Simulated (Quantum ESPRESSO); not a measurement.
```
CsBr
1.0
    4.23923     0.00000     0.00000
    0.00000     4.23923     0.00000
    0.00000     0.00000     4.23923
Br Cs
1 1
Direct
  0.50000   0.50000   0.50000
  0.00000   0.00000   0.00000
```

Cell and atoms were relaxed with PBEsol from Materials Project entry mp-22906, within its symmetry.

### Question
What does PBEsol (pw.x of Quantum ESPRESSO, ONCV potentials, with spin-orbit coupling) give for the electronic structure near the Fermi level?

### Answer
The PBEsol gap is direct, 4.27 eV at Γ.
